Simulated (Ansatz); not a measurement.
Ga3Ni2:
```yaml
crystal:
  lattice:
    - [4.02186, 0.00000, 0.00000]
    - [-2.01093, 3.48303, 0.00000]
    - [0.00000, 0.00000, 4.84826]
  atoms:
    - { symbol: Ga, position: [0.66667, 0.33333, 0.35938] }
    - { symbol: Ga, position: [0.33333, 0.66667, 0.64062] }
    - { symbol: Ga, position: [0.00000, 0.00000, 0.00000] }
    - { symbol: Ni, position: [0.66667, 0.33333, 0.85799] }
    - { symbol: Ni, position: [0.33333, 0.66667, 0.14201] }
```

Relaxed with r²SCAN. Special points in fractions of this cell's reciprocal vectors: Γ (0.000, 0.000, 0.000); M (0.500, 0.000, 0.000); K (0.333, 0.333, 0.000); A (0.000, 0.000, 0.500); L (0.500, 0.000, 0.500); H (0.333, 0.333, 0.500).

Q: List the band energies nearest the Fermi level at these points for plane-wave PAW r²SCAN (Ansatz code).

A: In eV from the Fermi level; about four levels below and three above (degenerate sets whole), none deeper than 8.9 eV; points with the same levels are listed once.

| k | below | above |
|---|---|---|
| Γ | -1.60 -1.60 -1.41 -1.06 | 1.44 1.44 3.42 3.42 |
| M | -1.82 -1.49 -1.48 -1.38 | 1.25 1.35 3.45 |
| K | -1.73 -1.73 -1.03 -1.03 | 1.32 2.34 2.34 |
| A | -1.78 -1.78 -1.69 -1.69 | 2.08 2.83 2.83 |
| L | -1.63 -1.59 -1.07 -0.31 | 1.50 1.97 3.01 |
| H | -1.60 -1.32 -1.32 -0.10 | 6.59 7.71 7.71 |

Space group P-3m1 (La2O3 or Ni2Al3 type). The first step of the workflow began from a Materials Project structure, measured or hypothetical; the Crystallography Open Database files this formula in space group No. 164, but the cells were not matched. Whether it is the stable phase at ambient conditions was not checked. The cell was relaxed with r²SCAN under the symmetry of its start; its stability against distortions is not shown here. The run is not spin-polarised. Scalar-relativistic: spin–orbit coupling is off unless named, which matters more the heavier the elements.

Potentials: the later of the program's two PAW sets.
